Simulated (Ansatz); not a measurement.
Rough cost of magnetic runs on GdCd (Pm-3m) in Ansatz 0.2.0, 2 threads of Intel(R) Xeon(R) 6975P-C (Granite Rapids), on a shared host.

```
CELL_PARAMETERS angstrom
3.75959 3.75959 0.00000
3.75959 0.00000 3.75959
3.75959 0.00000 -3.75959
ATOMIC_POSITIONS crystal
Gd 0.50000 0.25000 0.75000
Gd 0.50000 0.75000 0.25000
Cd 0.00000 0.00000 0.00000
Cd 0.00000 0.50000 0.50000
```

```csv
run,"functional, mesh",k points solved,bands,iterations,wall time (s),peak memory (GiB)
LAPW: parallel moments,"PBEsol, 7×7×7",20,74,14,31,0.77
PAW: no spin polarisation,"PBEsol, 7×7×7",20,50,9,3.3,0.47
PAW: start Gd1↑ Gd2↓,"PBEsol, 7×7×7",20,54,10,6.5,0.56
PAW: parallel moments,"PBEsol, 7×7×7",20,54,11,7.4,0.54
LAPW: start Gd1↑ Gd2↓,"PBEsol, 7×7×7",20,74,17,24,0.76
```

Q: Roughly how much dearer is an iteration by LAPW than by PAW among the runs with the first row's mesh and spin treatment (collinear)?

A: About 2.8 times (medians of wall time over iterations; times from a shared host are rough).

Runs with the default search for lower states can spend part of their time in further cycles.

The PAW files were made with PBE; the program remakes their cores once for the run's functional and then keeps them frozen. The program warned that a lower magnetic state may exist. Without U a semilocal functional puts the f levels too near the Fermi level, which can change moments and the order of magnetic states; site and cell moments are spin moments. Spin–orbit coupling is left out although heavy atoms are present. With open f shells a run can end in a state that isn't the lowest. The state reached may lie above the lowest one, so it isn't offered as the ground state.
